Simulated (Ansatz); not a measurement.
Input and command of a calculation in Ansatz (plane waves; scalar-relativistic PAW potentials unless the input names others):

```yaml
crystal:
  lattice:
    - [7.7548323652, 0.0, 0.0]
    - [0.0, 7.7548323652, 0.0]
    - [0.0, 0.0, 3.0321000859]
  atoms:
    - { symbol: "Y", position: [0.0, 0.0, 0.0] }
    - { symbol: "Y", position: [0.5, 0.5, 0.5] }
    - { symbol: Zr, position: [0.2618751541, 0.2618751541, 0.0] }
    - { symbol: Zr, position: [0.2381248459, 0.7618751541, 0.5] }
    - { symbol: Zr, position: [0.7381248459, 0.7381248459, 0.0] }
    - { symbol: Zr, position: [0.7618751541, 0.2381248459, 0.5] }
basis:
  ecutwfc: 420
kpoints:
  mp_grid: { grid: [6, 6, 12] }
hamiltonian:
  xc: pbe
scf:
  occupations: { method: methfessel_paxton, width: 2.0 }
  max_iter: 75
output:
  forces: true
  eigenvalues: true
  stress: true
```

```bash
ansatz run input.yaml --threads 1 --pin off --max-ram 2560MiB --backend cpu --events-out ev --progress --plain --runs-dir out
```

Abridged log:
```
band count auto-derived: 61 (N_el = 70.0; filled up to band 35; 42 by the electrons, moments and atoms)
Pseudopotentials: kind: paw
Pseudopotential: Y, paw, valence charge 11, recommended cutoff 420 eV (normal)
Pseudopotential: Zr, paw, valence charge 12, recommended cutoff 420 eV (normal)
Functional definition: PBE
Crystal: 6 atoms, lattice volume = 182.343 Å³
Basis set: ecut = 420 eV, 3511 PW (Γ), exchange–correlation on 108×108×48 points (8 copies of the dense FFT grid, shifted against one another)
Bands: 61, of which v1, the nominal top of the filled ones, is band 35 counted from 1 (34 counted from 0)
Symmetry: 16 space group operations
Space group: P42/mnm (ITA 136), of the structure as read, at distance tolerance 5.7e-5 Å
k-points: 70 of 432
Initial density: superposition of atomic densities (neutral atoms: chi_scale 0, normalization atom), corrected by the library's trained network
Initial wavefunctions: pseudopotential atomic-orbital guess
Functional: x = pbe(κ = 0.804, μ = 0.21951497), c = pbe(β = 0.06672455)
SCF iter   1: F=—  HF=-24426.228502 eV  |F-HF|=—  |Δ(HF+E_count)|=         —  Δρ=4.45e-3  dr2=6.37e-2  ethr=1.77e-3  ⟨swp⟩=5.0  Hψ=15038  notcnv=0
SCF iter   2: F=—  HF=-24426.224710 eV  |F-HF|=—  |Δ(HF+E_count)|=   3.79e-3  S|Δr|=    0.00e0  Δρ=2.65e-3  dr2=2.33e-2  ethr=9.09e-5  ⟨swp⟩=1.0  Hψ=4970  notcnv=0
SCF iter   3: F=—  HF=-24426.223638 eV  |F-HF|=—  |Δ(HF+E_count)|=   1.07e-3  S|Δr|=    0.00e0  Δρ=4.44e-4  dr2=9.03e-4  ethr=3.33e-5  ⟨swp⟩=1.6  Hψ=4420  notcnv=0
SCF iter   4: F=—  HF=-24426.223522 eV  |F-HF|=—  |Δ(HF+E_count)|=   1.16e-4  S|Δr|=    0.00e0  Δρ=1.71e-4  dr2=1.24e-4  ethr=1.29e-6  ⟨swp⟩=2.2  Hψ=6135  notcnv=0
SCF iter   5: F=—  HF=-24426.223518 eV  |F-HF|=—  |Δ(HF+E_count)|=   3.72e-6  S|Δr|=    0.00e0  Δρ=6.47e-5  dr2=1.40e-5  ethr=1.77e-7  ⟨swp⟩=1.1  Hψ=4280  notcnv=0
SCF iter   6: F=—  HF=-24426.223770 eV  |F-HF|=—  |Δ(HF+E_count)|=   2.52e-4  S|Δr|=    0.00e0  Δρ=1.40e-5  dr2=3.02e-7  ethr=2.00e-8  ⟨swp⟩=2.0  Hψ=5520  notcnv=0
SCF iter   7: F=-24426.223771 eV  HF=-24426.223770 eV  |F-HF|=1.03e-8  |Δ(HF+E_count)|=   3.54e-7  S|Δr|=    0.00e0  Δρ=2.56e-6  dr2=9.50e-9  ethr=1.43e-10  ⟨swp⟩=5.6  Hψ=14764  notcnv=0
SCF 1 converged in 7 iterations: F = -24426.223771 eV  dr2 = 9.50e-9
SCF converged after 7 iterations
Stability not checked: this state was not tested for a lower state beside it, because cold or Methfessel-Paxton smearing, or corrected tetrahedra, fill the levels in a way that the test cannot read (fill_not_monotonic; see scf.lower_state_search)
Free energy (F): -24426.223771 eV
Harris-Foulkes:  -24426.223770 eV  (|F-HF|=1.03e-8)
Internal energy: -24424.767747 eV  (E = F + TS)
E sigma→0 (E₀):  -24425.859765 eV
Entropy (-TS):   -1.456024 eV (-242.671 meV/atom)
Fermi energy:    9.805183 eV
--- Forces (eV/Å), atoms counted from 1 ---
  atom   1  Y      0.00000000     0.00000000     0.00000000
  atom   2  Y      0.00000000     0.00000000     0.00000000
  atom   3  Zr    -0.12784875    -0.12784875     0.00000000
  atom   4  Zr     0.12784875    -0.12784875     0.00000000
  atom   5  Zr     0.12784875     0.12784875     0.00000000
  atom   6  Zr    -0.12784875     0.12784875     0.00000000
--- Stress (GPa, compression-positive) ---
        1.228208       0.000000       0.000000
        0.000000       1.228208       0.000000
        0.000000       0.000000       2.905405
  P = ⅓ Tr σ = 1.7873 GPa (17.873 kbar)
```

Question: Find the fault.

Answer: The fault is a smearing of electronvolts (scf.occupations: {"method": "gaussian", "width": 0.1} → {"method": "methfessel_paxton", "width": 2.0}, the first being the value of the sound run). Setting it back cures it. The run converged all the same, with an energy at zero smearing 10.52 meV/atom above the reference's, pressure 1.79 GPa, largest force 0.181 eV/Å, no gap on the mesh, so convergence alone doesn't show that an input is right. A reference run on usual settings, whose relaxation ended at this geometry, converged, and the end of its own relaxation has pressure 0.02 GPa, largest force 0.003 eV/Å, no gap on the mesh.

It took 37 s on 1 thread of Arm Neoverse V1, with other jobs on the host, peak memory 0.78 GiB.